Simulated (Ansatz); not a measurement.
One input, then a changed one: K2Pt

First run: DFT, PBEsol, PAW with Ansatz's default frozen-core files, scalar-relativistic (Ansatz 0.2.0).

Command: `ansatz run input.yaml --threads 1 --pin off --max-ram 3072MiB --backend cpu --events-out ev --progress --plain --runs-dir out` It took 5.7 s on 1 thread of Arm Neoverse V1, with other jobs on the host, peak memory 0.36 GiB.

```yaml
crystal:
  lattice:
    - [0.0, 3.78146314, 3.78146314]
    - [3.78146314, 0.0, 3.78146314]
    - [3.78146314, 3.78146314, 0.0]
  atoms:
    - { symbol: K, position: [0.75, 0.75, 0.75] }
    - { symbol: K, position: [0.25, 0.25, 0.25] }
    - { symbol: Pt, position: [0.0, 0.0, 0.0] }
kpoints:
  mp_grid: { grid: [7, 7, 7] }
  band_path:
    path:
      - [0.0, 0.0, 0.0]
      - [0.5, 0.0, 0.5]
      - [0.625, 0.25, 0.625]
      - [0.375, 0.375, 0.75]
      - [0.0, 0.0, 0.0]
      - [0.5, 0.5, 0.5]
      - [0.5, 0.25, 0.75]
      - [0.5, 0.0, 0.5]
    npoints: 6
scf:
  occupations: { method: fermi_dirac, width: 0.03 }
hamiltonian:
  xc: pbesol
  pseudopotentials: { kind: paw }
output:
  forces: true
  stress: true
  eigenvalues: true
  populations: true
  write_density: true
  write_potential: true
  elf: true
  volumetric_format: npy
```

The base volume is that of a database entry, with shape and atoms relaxed on PAW files at held volume, so it needn't be at zero pressure; the structure needn't be the stable phase, at rest or compressed.

This run: the series' base cell.

It converges in 6 SCF iterations at a pressure of -0.54 GPa, cutoff 420 eV.

The input is then changed:

```diff
   occupations: { method: fermi_dirac, width: 0.03 }
+  lower_state_search: light
 hamiltonian:
   populations: true
-  write_density: true
-  write_potential: true
-  elf: true
-  volumetric_format: npy
+accuracy: high
```

What does the second run give?

It converges in 8 SCF iterations at a pressure of -0.54 GPa, cutoff 420 eV, free energy 0.0 meV/atom against the first run's.
